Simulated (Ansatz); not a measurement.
Task: TiSi2 in space group Fddd (No. 70; Si on 16f, Ti on 8a) is relaxed with plane-wave PAW LDA (Ansatz code). What lattice parameters of the conventional cell result?

Result: a = 4.723 Å, b = 8.122 Å, c = 8.444 Å.

Task: Give the free coordinates with the occupied sites.

Result: In one choice of origin and axes:

| atom | site | symmetry | x | y | z |
|---|---|---|---|---|---|
| Si | 16f | .2. | 0.0000 | 0.3361 | 0.0000 |
| Ti | 8a | 222 | 0.0000 | 0.0000 | 0.0000 |

Task: Is it a metal or does it have a gap at this level?

Result: No gap at this level.

Symmetry was held in the LDA relaxation; of distortions, only those at the zone centre were tested. The run is not spin-polarised.

Potentials: the later of the program's two PAW sets.
